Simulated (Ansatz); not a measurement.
A geometry of WC away from equilibrium: step 2 of the relaxation of a relaxed WC cell displaced along its unstable phonon at q = (½, ½, 0) of its primitive reciprocal cell (162i cm⁻¹), largest move 0.15 Å. All values below come from r2SCAN (plane waves to 500 eV, PAW, scalar-relativistic; Ansatz, an electronic-structure program). Γ-centred k-mesh 13×13×13 on the run's cell (coarser than for final values), Fermi–Dirac smearing 0.05 eV. The plane waves were selected for a different cell earlier on the path.

```
CELL_PARAMETERS angstrom
      0.00000     4.32113     4.46173
      2.16056     2.16056     4.46173
      2.16056     2.16056     0.00000
ATOMIC_POSITIONS crystal
  C  0.00000 0.97437 0.02563
  C  0.50000 0.02563 0.97437
  W  0.00000 0.47516 0.52484
  W  0.50000 0.52484 0.47516
```

Question: What forces act on the atoms (eV/Å)?

Answer: 
```csv
atom,Fx,Fy,Fz
C1,0.00,0.00,0.14
C2,0.00,0.00,-0.14
W3,0.00,0.00,-0.57
W4,0.00,0.00,0.57
```

The path ends in P4/nmm (No. 129). No spin polarisation in the result.

The run could not lose the symmetry of its start: the end is stationary, and may be a saddle point rather than a minimum.

Of the parent cell (Fm-3m (No. 225)): The first start was generated by placing the elements on the sites of a structure type. Materials Project lists a structure of WC in the same space group, Fm-3m (No. 225); the sites were not compared with it, nor with measured phases. Known forms of WC include space group No. 187.

The end of the path is a generated cell of WC: the first start was made by placing the elements on the sites of a structure type, and the end was not matched to a known phase here, so it may be hypothetical. Known forms of WC include space group No. 187.
